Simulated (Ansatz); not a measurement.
Input and command of a plane-wave DFT calculation in Ansatz:

```yaml
crystal:
  lattice:
    - [1.6803268679, 0.9701371695, 8.713405462]
    - [-1.6803268679, 0.9701371695, 8.713405462]
    - [0.0, -1.940274339, 8.713405462]
  atoms:
    - { symbol: Zn, position: [0.2510659695, 0.1495694252, 0.2513453816] }
    - { symbol: In, position: [0.0478386919, 0.0230439561, -0.0662098187] }
    - { symbol: Ga, position: [0.7495707263, 0.7817695114, 0.8486788061] }
    - { symbol: O, position: [0.3083406878, 0.2734156782, 0.3083806683] }
    - { symbol: O, position: [0.7516490716, 0.762513674, 0.635243118] }
    - { symbol: O, position: [0.1530129904, 0.0836087168, 0.0950693436] }
    - { symbol: O, position: [0.7385228624, 0.9260800381, 0.9274935009] }
basis:
  ecutwfc: 420
kpoints:
  mp_grid: { grid: [12, 12, 12] }
hamiltonian:
  xc: pbesol
scf:
  occupations: { method: gaussian, width: 0.05 }
output:
  forces: true
  stress: true
  eigenvalues: true
```

```bash
ansatz run input.yaml --threads 2 --pin off --max-ram 5120MiB --backend cpu --events-out ev --progress --plain --runs-dir out
```

Processor: Arm Neoverse V1, 2 threads, on a host shared with other jobs.

Q: Estimate time, memory and problem size.

A: About 2.4 min on 2 threads of Arm Neoverse V1, with other jobs on the host, peak memory 2 GiB. It solves 38 bands at 868 k points (the mesh reduced by symmetry) with about 1667 plane waves, in 9 SCF iterations.
